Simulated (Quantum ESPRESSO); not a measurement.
GaAl7N8, finding a planted mistake in a log

Simulated, not a measurement. The program is pw.x of Quantum ESPRESSO 7.5 (plane-wave density functional theory). The cell is made up: 16 atoms on a doubled zincblende/diamond lattice, with randomly drawn elements, strain and displacements, not relaxed. PseudoDojo standard norm-conserving files (v0.5 for PBE, v0.4.1 for LDA and PBEsol) set the functional; there is no spin polarisation, spin-orbit coupling or dispersion term, and the masses in the input are unused placeholders.

Intended input:

```
&control calculation='scf', pseudo_dir='./dojo.nc.sr.pbe.v0_5.standard.upf', outdir='./o', disk_io='medium', tprnfor=.true., tstress=.true. /
&system ibrav=0, nat=16, ntyp=3, nbnd=43, ecutwfc=84.00895049, nosym=.true., tot_charge=0,
 occupations='smearing', smearing='fd', degauss=0.0018374661
/
&electrons conv_thr=7.350e-09, electron_maxstep=60, /
ATOMIC_SPECIES
Al 1.0 Al.upf
Ga 1.0 Ga.upf
N 1.0 N.upf
CELL_PARAMETERS angstrom
4.3897 -0.0176 -0.0334
-0.0176 4.3474 0.0327
-0.0669 0.0655 8.5725
ATOMIC_POSITIONS angstrom
Ga 0.026 0.0097 0.0209
Al 0.0413 2.2405 2.1502
Al 2.174 -0.0513 2.1308
Al 2.2092 2.1441 -0.0706
Al -0.0148 0.0312 4.3364
Al -0.0791 2.2065 6.4421
Al 2.1642 0.013 6.4104
Al 2.191 2.1557 4.3249
N 1.1951 1.1136 1.0923
N 1.0553 3.3252 3.1673
N 3.2739 1.0989 3.2009
N 3.3021 3.2372 1.0558
N 1.1108 1.0558 5.4165
N 1.0049 3.2882 7.497
N 3.2364 1.1418 7.4595
N 3.2242 3.2661 5.3173
K_POINTS automatic
5 5 3 1 1 1
```

The log is shortened where brackets say so; the opening notice, blank lines, dates and the lines on written files are dropped, and the path of the files is cut. It prints rydbergs, bohrs and kilobars, and counts compression as positive stress. Where no state is partly filled, the Fermi energy that it prints is only some level between the filled and the empty states on the mesh, and need not lie in the true gap.

Log of the intended run:

```
     Program PWSCF v.7.5
     Parallel version (MPI & OpenMP), running on       1 processor cores
     Number of MPI processes:                 1
     Threads/MPI process:                     1
     [start-up lines left out]
     bravais-lattice index     =            0
     lattice parameter (alat)  =       8.2956  a.u.
     unit-cell volume          =    1103.8522 (a.u.)^3
     number of atoms/cell      =           16
     number of atomic types    =            3
     number of electrons       =        74.00
     number of Kohn-Sham states=           43
     kinetic-energy cutoff     =      84.0090  Ry
     charge density cutoff     =     336.0358  Ry
     scf convergence threshold =      7.3E-09
     mixing beta               =       0.7000
     number of iterations used =            8  plain     mixing
     Exchange-correlation= PBE
                           (   1   4   3   4   0   0   0)
     [axes and pseudopotential details left out]
   Cartesian axes
     site n.     atom                  positions (alat units)
         1        Ga     tau(   1) = (   0.0059227   0.0022096   0.0047610  )
         2        Al     tau(   2) = (   0.0094080   0.5103805   0.4898103  )
         3        Al     tau(   3) = (   0.4952319  -0.0116860   0.4853911  )
         4        Al     tau(   4) = (   0.5032504   0.4884208  -0.0160825  )
         5        Al     tau(   5) = (  -0.0033714   0.0071073   0.9878214  )
         6        Al     tau(   6) = (  -0.0180188   0.5026354   1.4674948  )
         7        Al     tau(   7) = (   0.4929995   0.0029614   1.4602736  )
         8        Al     tau(   8) = (   0.4991045   0.4910632   0.9852017  )
         9        N      tau(   9) = (   0.2722409   0.2536754   0.2488233  )
        10        N      tau(  10) = (   0.2403948   0.7574725   0.7215033  )
        11        N      tau(  11) = (   0.7457865   0.2503268   0.7291573  )
        12        N      tau(  12) = (   0.7522104   0.7374263   0.2405087  )
        13        N      tau(  13) = (   0.2530375   0.2405087   1.2338656  )
        14        N      tau(  14) = (   0.2289138   0.7490440   1.7077984  )
        15        N      tau(  15) = (   0.7372441   0.2600993   1.6992560  )
        16        N      tau(  16) = (   0.7344649   0.7440097   1.2112680  )
     number of k points=    38  Fermi-Dirac smearing, width (Ry)=  0.0018
                       cart. coord. in units 2pi/alat
        k(    1) = (   0.1010571   0.1007437   0.0853667), wk =   0.0533333
        k(    2) = (   0.0984696   0.1033014  -0.2560641), wk =   0.0533333
     [further k points left out]
     Dense  grid:   114747 G-vectors     FFT dimensions: (  50,  48,  96)
     Estimated max dynamical RAM per process >     168.07 MB
     Initial potential from superposition of free atoms
     starting charge      73.9801, renormalised to      74.0000
     Starting wfcs are   69 randomized atomic wfcs
     total cpu time spent up to now is       26.4 secs
     per-process dynamical memory:   110.8 Mb
     Self-consistent Calculation
     iteration #  1     ecut=    84.01 Ry     beta= 0.70
     Davidson diagonalization with overlap
     ethr =  1.00E-02,  avg # of iterations =  3.0
     total cpu time spent up to now is       77.9 secs
     total energy              =    -350.73096185 Ry
     estimated scf accuracy    <       4.88166694 Ry
     iteration #  2     ecut=    84.01 Ry     beta= 0.70
     Davidson diagonalization with overlap
     ethr =  6.60E-03,  avg # of iterations =  2.0
     total cpu time spent up to now is      117.4 secs
     total energy              =    -352.30223282 Ry
     estimated scf accuracy    <       3.02334349 Ry
     [iterations 3 to 12 left out]
     iteration # 13     ecut=    84.01 Ry     beta= 0.70
     Davidson diagonalization with overlap
     ethr =  1.22E-11,  avg # of iterations =  5.5
     total cpu time spent up to now is      654.3 secs
     total energy              =    -352.78752734 Ry
     estimated scf accuracy    <       0.00000003 Ry
     iteration # 14     ecut=    84.01 Ry     beta= 0.70
     Davidson diagonalization with overlap
     ethr =  1.22E-11,  avg # of iterations =  2.0
     total cpu time spent up to now is      703.5 secs
     End of self-consistent calculation
     [lines on levels left out]
     the Fermi energy is    10.1237 ev
!    total energy              =    -352.78752734 Ry
     estimated scf accuracy    <          5.9E-09 Ry
     smearing contrib. (-TS)   =       0.00000000 Ry
     internal energy E=F+TS    =    -352.78752734 Ry
     The total energy is F=E-TS. E is the sum of the following terms:
     one-electron contribution =    -113.35748722 Ry
     hartree contribution      =     110.49252149 Ry
     xc contribution           =    -107.96097169 Ry
     ewald contribution        =    -241.96158992 Ry
     convergence has been achieved in  14 iterations
     Forces acting on atoms (cartesian axes, Ry/au):
     atom    1 type  2   force =     0.01850390    0.01228807    0.00058740
     atom    2 type  1   force =    -0.03327490   -0.06540306   -0.00861858
     atom    3 type  1   force =     0.06702610    0.04633037   -0.01826539
     atom    4 type  1   force =     0.00652761    0.01388355    0.04234845
     atom    5 type  1   force =     0.00351629    0.00065562   -0.05464573
     atom    6 type  1   force =     0.03122937   -0.00364436   -0.01558610
     atom    7 type  1   force =     0.01854266   -0.02974176    0.02622843
     atom    8 type  1   force =    -0.03406113   -0.00225372   -0.06074817
     atom    9 type  3   force =    -0.03299256    0.01780914   -0.00150905
     atom   10 type  3   force =     0.00208721   -0.03388420    0.10379168
     atom   11 type  3   force =     0.01782656    0.00074597    0.00527335
     atom   12 type  3   force =    -0.04646580   -0.01859606    0.01338604
     atom   13 type  3   force =    -0.05230068    0.06103373   -0.03365946
     atom   14 type  3   force =     0.03444186   -0.00727861   -0.02226457
     atom   15 type  3   force =    -0.02136133   -0.00521634   -0.02052754
     atom   16 type  3   force =     0.02075484    0.01327167    0.04420923
     Total force =     0.234765     Total SCF correction =     0.000031
     Computing stress (Cartesian axis) and pressure
          total   stress  (Ry/bohr**3)                   (kbar)     P=      124.69
   0.00075496   0.00021685   0.00022327          111.06       31.90       32.84
   0.00021685   0.00085596  -0.00028572           31.90      125.92      -42.03
   0.00022327  -0.00028572   0.00093187           32.84      -42.03      137.08
     init_run     :     25.16s CPU     26.27s WALL (       1 calls)
     electrons    :    639.91s CPU    677.08s WALL (       1 calls)
     forces       :     12.02s CPU     12.15s WALL (       1 calls)
     stress       :     41.33s CPU     42.86s WALL (       1 calls)
     [timing details left out]
     PWSCF        :  11m58.78s CPU  12m40.01s WALL
     JOB DONE.
```

A second run was made from an input with one planted mistake. Its log:

```
     Program PWSCF v.7.5
     Parallel version (MPI & OpenMP), running on       1 processor cores
     Number of MPI processes:                 1
     Threads/MPI process:                     1
     [start-up lines left out]
     bravais-lattice index     =            0
     lattice parameter (alat)  =       8.2956  a.u.
     unit-cell volume          =    1103.8522 (a.u.)^3
     number of atoms/cell      =           16
     number of atomic types    =            3
     number of electrons       =        74.00
     number of Kohn-Sham states=           43
     kinetic-energy cutoff     =      51.0081  Ry
     charge density cutoff     =     204.0322  Ry
     scf convergence threshold =      7.3E-09
     mixing beta               =       0.7000
     number of iterations used =            8  plain     mixing
     Exchange-correlation= PBE
                           (   1   4   3   4   0   0   0)
     [axes and pseudopotential details left out]
   Cartesian axes
     site n.     atom                  positions (alat units)
         1        Ga     tau(   1) = (   0.0059227   0.0022096   0.0047610  )
         2        Al     tau(   2) = (   0.0094080   0.5103805   0.4898103  )
         3        Al     tau(   3) = (   0.4952319  -0.0116860   0.4853911  )
         4        Al     tau(   4) = (   0.5032504   0.4884208  -0.0160825  )
         5        Al     tau(   5) = (  -0.0033714   0.0071073   0.9878214  )
         6        Al     tau(   6) = (  -0.0180188   0.5026354   1.4674948  )
         7        Al     tau(   7) = (   0.4929995   0.0029614   1.4602736  )
         8        Al     tau(   8) = (   0.4991045   0.4910632   0.9852017  )
         9        N      tau(   9) = (   0.2722409   0.2536754   0.2488233  )
        10        N      tau(  10) = (   0.2403948   0.7574725   0.7215033  )
        11        N      tau(  11) = (   0.7457865   0.2503268   0.7291573  )
        12        N      tau(  12) = (   0.7522104   0.7374263   0.2405087  )
        13        N      tau(  13) = (   0.2530375   0.2405087   1.2338656  )
        14        N      tau(  14) = (   0.2289138   0.7490440   1.7077984  )
        15        N      tau(  15) = (   0.7372441   0.2600993   1.6992560  )
        16        N      tau(  16) = (   0.7344649   0.7440097   1.2112680  )
     number of k points=    38  Fermi-Dirac smearing, width (Ry)=  0.0018
                       cart. coord. in units 2pi/alat
        k(    1) = (   0.1010571   0.1007437   0.0853667), wk =   0.0533333
        k(    2) = (   0.0984696   0.1033014  -0.2560641), wk =   0.0533333
     [further k points left out]
     Dense  grid:    54333 G-vectors     FFT dimensions: (  40,  40,  75)
     Estimated max dynamical RAM per process >      81.90 MB
     Check: negative core charge=   -0.000001
     Initial potential from superposition of free atoms
     starting charge      73.9801, renormalised to      74.0000
     Starting wfcs are   69 randomized atomic wfcs
     total cpu time spent up to now is       12.9 secs
     per-process dynamical memory:    53.8 Mb
     Self-consistent Calculation
     iteration #  1     ecut=    51.01 Ry     beta= 0.70
     Davidson diagonalization with overlap
     ethr =  1.00E-02,  avg # of iterations =  3.0
     total cpu time spent up to now is       33.3 secs
     total energy              =    -350.29300357 Ry
     estimated scf accuracy    <       4.70996776 Ry
     iteration #  2     ecut=    51.01 Ry     beta= 0.70
     Davidson diagonalization with overlap
     ethr =  6.36E-03,  avg # of iterations =  2.0
     total cpu time spent up to now is       54.3 secs
     total energy              =    -351.79295301 Ry
     estimated scf accuracy    <       2.83942712 Ry
     [iterations 3 to 11 left out]
     iteration # 12     ecut=    51.01 Ry     beta= 0.70
     Davidson diagonalization with overlap
     ethr =  2.98E-11,  avg # of iterations =  5.0
     total cpu time spent up to now is      299.1 secs
     total energy              =    -352.25428480 Ry
     estimated scf accuracy    <          9.6E-09 Ry
     iteration # 13     ecut=    51.01 Ry     beta= 0.70
     Davidson diagonalization with overlap
     ethr =  1.30E-11,  avg # of iterations =  2.0
     total cpu time spent up to now is      315.4 secs
     End of self-consistent calculation
     [lines on levels left out]
     the Fermi energy is    10.1295 ev
!    total energy              =    -352.25428480 Ry
     estimated scf accuracy    <          4.3E-09 Ry
     smearing contrib. (-TS)   =       0.00000000 Ry
     internal energy E=F+TS    =    -352.25428480 Ry
     The total energy is F=E-TS. E is the sum of the following terms:
     one-electron contribution =    -112.32552471 Ry
     hartree contribution      =     109.73504678 Ry
     xc contribution           =    -107.70221694 Ry
     ewald contribution        =    -241.96158993 Ry
     convergence has been achieved in  13 iterations
     Forces acting on atoms (cartesian axes, Ry/au):
     atom    1 type  2   force =     0.01824232    0.01216306   -0.00004773
     atom    2 type  1   force =    -0.03333088   -0.06541516   -0.00869825
     atom    3 type  1   force =     0.06716303    0.04640051   -0.01837817
     atom    4 type  1   force =     0.00653887    0.01389005    0.04231498
     atom    5 type  1   force =     0.00351188    0.00068676   -0.05457582
     atom    6 type  1   force =     0.03119368   -0.00358103   -0.01555435
     atom    7 type  1   force =     0.01866960   -0.02985341    0.02639725
     atom    8 type  1   force =    -0.03406714   -0.00238843   -0.06068915
     atom    9 type  3   force =    -0.03523941    0.01642864   -0.00301422
     atom   10 type  3   force =     0.00216978   -0.03448188    0.10477881
     atom   11 type  3   force =     0.01821673    0.00087414    0.00531926
     atom   12 type  3   force =    -0.04523377   -0.01704441    0.01223119
     atom   13 type  3   force =    -0.05318205    0.06162953   -0.03484175
     atom   14 type  3   force =     0.03398511   -0.00574812   -0.02083161
     atom   15 type  3   force =    -0.01988870   -0.00696243   -0.01893920
     atom   16 type  3   force =     0.02125094    0.01340217    0.04452874
     Total force =     0.235370     Total SCF correction =     0.000039
     Computing stress (Cartesian axis) and pressure
          total   stress  (Ry/bohr**3)                   (kbar)     P=     -329.58
  -0.00233101   0.00021720   0.00021856         -342.90       31.95       32.15
   0.00021720  -0.00223210  -0.00028812           31.95     -328.35      -42.38
   0.00021856  -0.00028812  -0.00215827           32.15      -42.38     -317.49
     init_run     :     12.08s CPU     12.76s WALL (       1 calls)
     electrons    :    294.63s CPU    302.54s WALL (       1 calls)
     forces       :      5.49s CPU      5.53s WALL (       1 calls)
     stress       :     14.73s CPU     14.77s WALL (       1 calls)
     [timing details left out]
     PWSCF        :   5m27.12s CPU   5m35.92s WALL
     JOB DONE.
```

Question: what was wrong in the second input?

Answer: the plane-wave cutoff is too low. The input lines that differ, file-writing options aside:

```
- &system ibrav=0, nat=16, ntyp=3, nbnd=43, ecutwfc=84.00895049, nosym=.true., tot_charge=0,
+ &system ibrav=0, nat=16, ntyp=3, nbnd=43, ecutwfc=51.00805918, nosym=.true., tot_charge=0,
```

|  | intended run | run with the mistake |
| --- | --- | --- |
| free energy (eV) | -4799.919 | -4792.664 |
| smearing term -TS (eV) | 0.0000 | 0.0000 |
| pressure (GPa) | 12.47 | -32.96 |
| largest force component (eV/Å) | 2.669 | 2.694 |
| largest change of a force component (eV/Å) |  | 0.058 |
| iterations | 14 | 13 |

For scale, a rerun of the intended cell at a cutoff of 1437 eV and k mesh 7 x 7 x 5 moved values by no more than 0.006 eV in energy, 0.03 GPa in stress and 0.002 eV/Å in force.